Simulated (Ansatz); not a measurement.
This run works on a generated trial structure, not on a known crystal.

Input and command of a plane-wave DFT calculation in Ansatz:

```yaml
crystal:
  lattice:
    - [-3.5156553444, 3.5156553444, 2.7391878316]
    - [3.5156553444, -3.5156553444, 2.7391878316]
    - [3.5156553444, 3.5156553444, -2.7391878316]
  atoms:
    - { symbol: V, position: [0.0, 0.0, 0.0] }
    - { symbol: Sb, position: [0.5, 0.5, 0.0] }
    - { symbol: S, position: [0.7716058434, 0.7716058434, 0.5432116869] }
    - { symbol: S, position: [0.2283941566, 0.2283941566, 0.4567883131] }
    - { symbol: S, position: [0.7716058434, 0.2283941566, 0.0] }
    - { symbol: S, position: [0.2283941566, 0.7716058434, 0.0] }
basis:
  ecutwfc: 420
kpoints:
  mp_grid: { grid: [10, 10, 10] }
hamiltonian:
  xc: pbe
scf:
  occupations: { method: gaussian, width: 0.1 }
output:
  forces: true
  stress: true
  eigenvalues: true
  write_density: true
  write_potential: true
  elf: true
  volumetric_format: npy
relax:
  adjacent_minimum: "off"
  f_tol: 0.01
  max_steps: 80
  cell: { stress_tol: 0.05 }
```

```bash
ansatz run input.yaml --threads 1 --pin off --max-ram 2560MiB --backend cpu --events-out ev --progress --plain --runs-dir out
```

Processor: Intel(R) Xeon(R) Platinum 8488C (Sapphire Rapids), 1 thread, on a host shared with other jobs.

**Question.** Estimate time, memory and problem size.

**Answer.** About 91 s, peak memory 0.72 GiB. It solves 32 bands at 102 k points (after reduction by symmetry) with about 2653 plane waves (on the last cell), in 25 SCF iterations over 5 ionic steps.
